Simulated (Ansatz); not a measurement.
BeMo₂ (cubic Laves (MgCu2 type), space group No. 227) under volume change, plane-wave PAW r²SCAN (Ansatz code), scaled uniformly.

```tsv
V (Å³/atom)	E − E(relaxed) (meV/atom)	P (GPa)
14.221	78.0	19.16
14.690	32.9	11.81
15.159	7.8	5.48
15.627	0.0	0.00
16.096	7.1	-4.76
16.565	27.2	-8.89
17.034	58.6	-12.45
```

Question: What does a third-order Birch–Murnaghan fit give for V₀, B₀ and B′?

Answer: V₀ = 15.63 Å³/atom, B₀ = 170 GPa, B′ = 3.8.

Space group Fd-3m (cubic Laves (MgCu2 type)). A made-up cell: these elements were put on the sites of a structure type; neither database checked (COD, Materials Project) lists it. Whether it is the stable phase at ambient conditions was not checked. The cell was relaxed with r²SCAN under the symmetry of its start; whether a distortion lowers the energy is not shown. No spin polarisation was allowed.

Potentials: the earlier of the program's two PAW sets.
